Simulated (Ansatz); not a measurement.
## From the elastic tensor of ScPd at 15 GPa (stress–strain coefficients) to moduli and sound speeds

Computed with DFT LDA, scalar-relativistic, plane waves, PAW (Ansatz 0.2.0). Plane waves to 420 eV; Γ-centred k mesh 14×14×14; Fermi-Dirac smearing of 0.15 eV. No spin polarisation.

The structure is cubic, space group Pm-3m (No. 221). Conventional cell: a = 3.133 Å, b = 3.133 Å, c = 3.133 Å, α = 90.00°, β = 90.00°, γ = 90.00°. Around Sc (site symmetry m-3m) lie 8 Pd at 2.71 Å. Pd (site symmetry m-3m) has 8 Sc at 2.71 Å as nearest neighbours.

In a metal, frequencies and elastic constants depend on the k mesh and the smearing, soft modes and shear constants most. Other phases may be more stable at this pressure.

Relaxed-ion constants (GPa, on the Cartesian axes of the calculation):
```
236.6 174.3 174.3   0.0   0.0   0.0
174.3 236.6 174.3   0.0   0.0   0.0
174.3 174.3 236.6   0.0   0.0   0.0
  0.0   0.0   0.0  68.6   0.0   0.0
  0.0   0.0   0.0   0.0  68.6   0.0
  0.0   0.0   0.0   0.0   0.0  68.6
```

Density 8.174 g/cm³; 2 atoms in 30.75 Å³.

The values that follow are for a polycrystal of randomly turned grains, by Hill's mean where one number stands.

With S = C⁻¹: B_V = (C11+C22+C33+2(C12+C13+C23))/9, G_V = (C11+C22+C33−C12−C13−C23+3(C44+C55+C66))/15, 1/B_R = S11+S22+S33+2(S12+S13+S23), 15/G_R = 4(S11+S22+S33−S12−S13−S23)+3(S44+S55+S66); Hill is their mean. Then v_l = √((B+4G/3)/ρ), v_t = √(G/ρ), v_m = [(2/v_t³+1/v_l³)/3]^(−1/3) and Θ = (ħ/k_B)·v_m·(6π²n/V)^(1/3) for n atoms in the volume V; E = 9BG/(3B+G), ν = (3B−2G)/(2(3B+G)) and A^U = 5G_V/G_R + B_V/B_R − 6.

```
Bulk modulus, Voigt / Reuss / Hill          : 195.1 / 195.1 / 195.1 GPa
Shear modulus, Voigt / Reuss / Hill         : 53.6 / 46.3 / 50.0 GPa
Young's modulus                             : 138 GPa
Poisson ratio                               : 0.382
Pugh ratio B/G                              : 3.90
Universal anisotropy index                  : 0.79
Longitudinal and transverse sound speeds    : 5659 and 2473 m/s
Debye temperature from the mean sound speed : 334 K
```

Cost: 1 run of about 1.6 core-minutes, on Arm Neoverse V1 (shared hosts).